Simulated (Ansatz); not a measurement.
# Data sheet: Rb2H6Pt (DFT)

Rb$_{2}$H$_{6}$Pt:
```cif
data_H24Pt4Rb8
_chemical_formula_sum 'Rb8 H24 Pt4'
_space_group_name_H-M_alt 'Fm-3m'
_space_group_IT_number 225
_space_group_name_Hall '-F 4 2 3'
_cell_length_a 8.50715
_cell_length_b 8.50715
_cell_length_c 8.50715
_cell_angle_alpha 90.000
_cell_angle_beta 90.000
_cell_angle_gamma 90.000
loop_
_atom_site_label
_atom_site_type_symbol
_atom_site_symmetry_multiplicity
_atom_site_Wyckoff_symbol
_atom_site_fract_x
_atom_site_fract_y
_atom_site_fract_z
_atom_site_occupancy
Rb1 Rb 8 c 0.25000 0.25000 0.25000 1
H1 H 24 e 0.00000 0.00000 0.19288 1
Pt1 Pt 4 a 0.00000 0.00000 0.00000 1
```
(The calculation used a cell of 9 atoms; values per cell refer to that cell.)

Space group Fm-3m (No. 225); conventional cell a = b = c = 8.507 Å, α = β = γ = 90.00°.

Method: DFT-r²SCAN in the program Ansatz with PAW potentials. Geometry: relaxed at this level of theory. Other levels are named where they apply.

### Cell and energy

- Volume per atom: 17.10 Å³
- Density: 4.01 g/cm³
- Formation energy from the elements (no fitted shifts): -0.47 eV/atom

### Electronic structure

- Band gap = 4.41 eV (smallest direct gap 4.42 eV)
- Valence-band maximum = at K
- Conduction-band minimum = at X (3 equivalent valleys)
- Electron effective mass = 0.52, 0.77, 0.77 mₑ (principal values)
- Electron effective mass with spin–orbit coupling = 0.52, 0.78, 0.78 mₑ (principal values)
- Weight of the conduction-edge state by species (Voronoi cells) = H 72 %, Pt 16 %, Rb 12 %
- Hole effective mass = 2.6, 4.2, 7.9 mₑ (principal values)
- Hole effective mass with spin–orbit coupling = 2.5, 2.5, 3.1 mₑ (principal values)
- Weight of the valence-edge state by species (Voronoi cells) = H 91 %, Rb 5 %, Pt 4 %
- HSE06 gap on the r²SCAN cell = 5.08 eV
- Gap with spin–orbit coupling = 4.27 eV

### Mechanics

Bulk modulus (Birch–Murnaghan fit): 16.2 GPa
Pressure derivative B′: 4.7

### Charges

- Bader charges: Rb +0.84, H -0.30, Pt +0.10 e

The first step of the workflow began from a Materials Project structure, measured or hypothetical; the Crystallography Open Database copy checked does not list it. Its standing as an ambient phase is unchecked. The r²SCAN relaxation kept the symmetry of its start; whether a distortion lowers the energy is not shown. No spin polarisation was allowed. The references are the lowest solids computed at this level, not always the standard phases (solids in place of the gases). Scalar-relativistic: spin–orbit coupling is off unless named, which matters more the heavier the elements.

Potentials: the later of the program's two PAW sets.
